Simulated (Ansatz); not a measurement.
RbBr (CsCl type, Pm-3m), r²SCAN (plane waves, PAW; program Ansatz). The conduction-band minimum lies at Γ, with 1 equivalent valley. Second derivatives d²E/dk² of the lowest band at one valley (eV·Å²), along Cartesian directions:

```
direction  d²E/dk²
---------  -------
[100]        23.18
[010]        23.18
[001]        23.18
[110]        23.18
[101]        23.18
[011]        23.18
```

Find the principal effective masses, the density-of-states mass and the conductivity mass.

Off-diagonal terms follow from H_xy = H[110] − (H_xx + H_yy)/2, and m*/mₑ = 7.620 eV·Å² over each eigenvalue: 0.33, 0.33, 0.33. One valley's DOS mass (m₁m₂m₃)^(1/3) = 0.33, conductivity mass 3/(Σ 1/mᵢ) = 0.33 mₑ.

What effective density of states Nc follows at 300 K for parabolic valleys?

Nc = 2.509e19 × 1 × (0.33)^(3/2) ≈ 4.8e18 cm⁻³.

The workflow started from a Materials Project entry (that database holds measured and hypothetical structures alike); the Crystallography Open Database copy checked does not list it. COD files the formula under space group No. 225. Its standing as an ambient phase is unchecked. The cell was relaxed with r²SCAN under the symmetry of its start; its stability against distortions is not shown here. Scalar-relativistic: spin–orbit coupling is off unless named, which matters more the heavier the elements.

Potentials: the later of the program's two PAW sets.

Edges and masses are those of Kohn–Sham bands, whose gap is no quasiparticle gap.
